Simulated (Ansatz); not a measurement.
**Computed properties of Ta2Si**

Ta$_{2}$Si:
```
CELL_PARAMETERS angstrom
     -3.04550     3.04550     2.50544
      3.04550    -3.04550     2.50544
      3.04550     3.04550    -2.50544
ATOMIC_POSITIONS crystal
  Ta 0.66289 0.83711 0.50000
  Ta 0.33711 0.16289 0.50000
  Ta 0.83711 0.33711 0.17423
  Ta 0.16289 0.66289 0.82577
  Si 0.25000 0.25000 0.00000
  Si 0.75000 0.75000 0.00000
```

Space group I4/mcm (No. 140); conventional cell a = b = 6.0910 Å, c = 5.0109 Å, α = β = γ = 90.00°.

Method: LDA (plane waves, PAW; program Ansatz). The cell and atoms are relaxed at this level. Other levels are named where they apply.

### Cell and energy

| Quantity | Value |
|---|---|
| Volume per atom | 15.49 Å³ |
| Density | 13.93 g/cm³ |
| Formation energy from the elements (no fitted shifts) | -0.58 eV/atom |

### Electronic structure

| Quantity | Result |
|---|---|
| Electronic character | metallic (no gap) |
| Density of states at the Fermi level | 0.44 states/eV per atom (mean over ±0.08 eV) |

### Mechanics

| Quantity | Value |
|---|---|
| Bulk modulus (Birch–Murnaghan fit) | 2350 kbar |
| Pressure derivative B′ | 4.1 |

### Phonons

| Item | Result |
|---|---|
| Highest zone-centre frequency | 441 cm⁻¹ |
| Zone-centre stability | no imaginary mode at Γ |

The first step of the workflow began from a Materials Project structure, measured or hypothetical; the Crystallography Open Database copy checked does not list it. Its standing as an ambient phase is unchecked. The LDA relaxation kept the symmetry of its start. No spin polarisation was allowed. As this level gives no gap, phonon frequencies hold no LO–TO term and depend on the k-mesh and smearing (Fermi–Dirac, 0.1 eV here). The references are the lowest solids computed at this level, not always the standard phases. Spin–orbit coupling is left out wherever it is not named.

Potentials: the later of the program's two PAW sets.
